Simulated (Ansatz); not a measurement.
CuI, in the lowest among the structures calculated here: F-43m (No. 216), cF8, zinc blende type; a = b = c = 6.0230 Å, α = β = γ = 90.00°; I 4c (0.250, 0.250, 0.250); Cu 4a (0.000, 0.000, 0.000). Method: r2SCAN (plane waves to 500 eV, PAW, scalar-relativistic; Ansatz, a quantum-chemistry and plane-wave program). Element references, the lowest calculated here: Cu (Fm-3m), I (Cmce).

Estimate the formation energy of this F-43m form of CuI from the elements that r2SCAN returns for this input.

-0.19 eV/atom.

Static energies, no anion corrections, no zero-point energy. Values are rounded to 0.01 eV/atom. Spin-orbit coupling is missing from these energies, which matters for elements this heavy. The compounds carry no spin polarisation.
